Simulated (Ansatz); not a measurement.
# Calculated 67Zn nuclear quadrupole resonance for Zn

Cell: a structure deposited in the COD, whose atoms a relaxation with PBE at fixed cell left in place.

```
Zn
1.0
     2.66480    0.00000    0.00000
    -1.33240    2.30778    0.00000
     0.00000    0.00000    4.94670
Zn
2
Direct
  0.33333 0.66667 0.25000
  0.66667 0.33333 0.75000
```

Sites (sets of like atoms) are named by element and the number of their first atom in this list.

Computed with Ansatz: DFT, PBE, plane waves and PAW, scalar-relativistic, 420 eV cutoff, Γ-centred 14×14×7 k-points, Fermi–Dirac smearing 0.05 eV.

67Zn: I = 5/2, Q = 122.0 mb (year-2017 value). Static lattice, zero field.

(1) At which frequencies do the 67Zn NQR lines lie?

Results:

(1) For I = 5/2 and η = 0 the lines are 3|C_Q|/20 and twice that; η pulls their ratio below 2.

```json
{"site": "Zn", "atoms": "1, 2", "V_zz (10²¹ V/m²)": "3.79", "C_Q (MHz)": "11.2", "η": "0.00", "line frequencies (MHz)": "1.68, 3.36"}
```

An axis of threefold or higher order runs through Zn, so V_zz lies along it and η is zero.

The run finds no gap above 0.1 eV (a metal, or nearly one), so the gradients can move by 10 % or more with the k-mesh.

The relaxation (1 step) took 4.6 s of wall time (4.5 s of CPU time) and 0.36 GiB at its peak, on 1 thread of Arm Neoverse V1 (aarch64; 28 cores open to the job, memory cap 3.0 GiB, no GPU), a shared host with a load of 0.9 a core.
